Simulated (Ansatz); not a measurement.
# Notes on CsCdCl$_{3}$

```
Cs Cd Cl
1.0
     7.53952    0.18969    1.01490
     0.34939    5.78442    0.22030
    -0.47702   -1.21125    6.65249
Cs Cd Cl
2 2 6
Cartesian
  1.6066 3.2745 6.3096
  5.8478 4.5314 4.9009
  0.6043 1.5827 1.3386
  3.3589 0.1973 2.1822
  4.3894 1.4307 6.6115
  6.3139 3.6702 1.6663
  5.9834 0.3555 1.4033
  6.7692 1.5038 6.1224
  3.7897 1.8234 4.2531
  1.3287 0.8968 3.8878
```

Single point in Ansatz 0.2.0 with PBE, no spin polarisation. Cutoff 420 eV, PAW datasets, 3×3×3 (shifted by 0, 0.5, 0 steps) k mesh, fermi-dirac filling (width 0.1 eV).

Task: What happens at the Fermi level?

Result: It is a metal on this mesh, though the bands barely overlap, with about 7.9 states/eV a cell as the mean within 0.25 eV of the Fermi level, mostly Cl p (79 %) and Cd s (12 %).

Task: Describe some of the short contacts.

Result: Cl–Cl at 2.43 Å: least valence density 0.44 e/Å³ and ELF 0.29 there. Cd–Cl at 2.67 Å: least valence density 0.29 e/Å³ and ELF 0.15 there. Cd–Cd at 3.20 Å: least valence density 0.15 e/Å³ and ELF 0.28 there. Both are smooth PAW fields, read partly inside the augmentation spheres.

Task: What does the stress say?

Result: The pressure is 8.4 GPa (compression positive), so with the atoms held at these fractions the cell would first expand; the forces are large, so a full relaxation may end otherwise. The principal stresses 5.7, 8.6, 10.8 GPa differ, so its shape would change too.

Task: Which atom feels the largest force, and which way?

Result: The largest is on Cl6: 3.35 eV/Å, components (0.59, -1.18, 3.08). It makes 126° with the line to a nearest neighbour, Cl5 at 2.46 Å.

Origin: a disordered cell, so it need not be a known compound. Caveats: many states at the Fermi level without spin polarisation, so a magnetic state may lie lower; the k mesh is coarse if the cell is a metal; atoms or cell far from equilibrium.
